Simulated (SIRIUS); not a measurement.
SIRIUS run on Pt (C2/m, 1 atom in the cell; from Materials Project mp-126, changed as shown): self-consistent single point.

Computed with PBE, GBRV PBE ultrasoft pseudopotentials (plane waves; SIRIUS).

The change in words: lattice vector a scaled by 0.98. Reference geometry (Fm-3m):
```yaml
crystal:
  lattice:
    - [0.00000, 1.96053, 1.96053]
    - [1.96053, 0.00000, 1.96053]
    - [1.96053, 1.96053, 0.00000]
  atoms:
    - { symbol: Pt, position: [0.00000, 0.00000, 0.00000] }
```

Reference input (self-consistent single point, DFT, PBE, plane waves, GBRV PBE ultrasoft pseudopotentials): parameters.ngridk = 19 19 19; parameters.xc_functionals = [XC_GGA_X_PBE, XC_GGA_C_PBE]; parameters.gk_cutoff = 6.325 1/bohr; parameters.pw_cutoff = 14.143 1/bohr; parameters.smearing = fermi_dirac; parameters.smearing_width = 0.00367493 Ha; potentials = GBRV PBE ultrasoft pseudopotentials; parameters.electronic_structure_method = pseudopotential; parameters.num_bands = 12; parameters.num_mag_dims = 0; parameters.num_dft_iter = 100; parameters.energy_tol = 1e-07 Ha. This run's input differs from it in these lines:

```diff
@@ -32,7 +32,7 @@
     "lattice_vectors": [
-      [0.0, 0.7071067379, 0.7071067379],
-      [0.7071067379, 0.0, 0.7071067379],
-      [0.7071067379, 0.7071067379, 0.0]
+      [0.0, 0.7071068101, 0.7071068101],
+      [0.7215376815, 0.0, 0.7215376815],
+      [0.7215376815, 0.7215376815, 0.0]
     ],
-    "lattice_vectors_scale": 5.239481,
+    "lattice_vectors_scale": 5.13469,
     "atom_coordinate_units": "lattice",
```

Output, abridged:

```
[find] density tolerance         : 1e-06
[find] total energy tolerance    : 1e-07
[find] iter_solver_tol (initial) : 0.01
[find] iter_solver_tol (target)  : 1e-13
[find] num_dft_iter              : 100
Charges and magnetic moments
--------------------------------------------------------------------------------
total charge          : 16.000000
[find] | SCF iteration   0 out of 100|
[diagonalize] iterative solver tolerance (occupied, empty): 0.01 0.01
[diagonalize] average number of iterations: 3.95525
[find] Charges and magnetic moments
[find] total charge          : 16.000000
[find] Energy
   [... lines left out ...]

[find] Charges and magnetic moments
[find] total charge          : 16.000000
[find] Energy
[find] smearing (-TS)                 :      -0.00192072
[find] Total energy                   :    -105.34618973 (Ha),    -210.69237947 (Ry)
[find] Free energy (E-TS)             :    -105.34811046 (Ha),    -210.69622091 (Ry)
[find] band gap (eV)                  :       0.00000000
[find] Efermi                         :       0.85296057
[find] iteration : 11, RMS (target) : 8.0636e-07 (1.0000e-06) , energy difference (target) : 4.2549e-10 (1.0000e-07)
[find] bands are converged : true
[find] iterative solver converged : true
[find] converged after 12 SCF iterations!
[find] Charges and magnetic moments
[find] total charge          : 16.000000
[find] Energy
[find] smearing (-TS)                 :      -0.00192072
[find] Total energy                   :    -105.34618973 (Ha),    -210.69237947 (Ry)
[find] Free energy (E-TS)             :    -105.34811046 (Ha),    -210.69622091 (Ry)
[find] band gap (eV)                  :       0.00000000
[find] Efermi                         :       0.85296057
[ground_state] === stress tensor components [kbar] ===
[ground_state] === stress_total ===
[ground_state]  -144.533184   10.047918   10.047918
[ground_state]    10.047918 -159.597639  -24.077709
[ground_state]    10.047918  -24.077709 -159.597639
[ground_state] ==== total Forces in Ha/bohr =====
[ground_state] atom:    0, force:       0.0000000      0.0000000      0.0000000
```

The run converged in 12 iterations. SIRIUS prints the stress tensor with tension positive. Against the reference run the free energy goes up by 28.2 meV/atom and the pressure goes from 8.91 to 15.46 GPa.

The structure comes from a collection of computed structures, made at another level of theory; the collection holds predicted forms beside known ones. Its lattice was then scaled.

Cost on one core: roughly 5 core-minutes.

The gap that the log prints is read on the run's mesh, which can miss the band edges or a crossing.
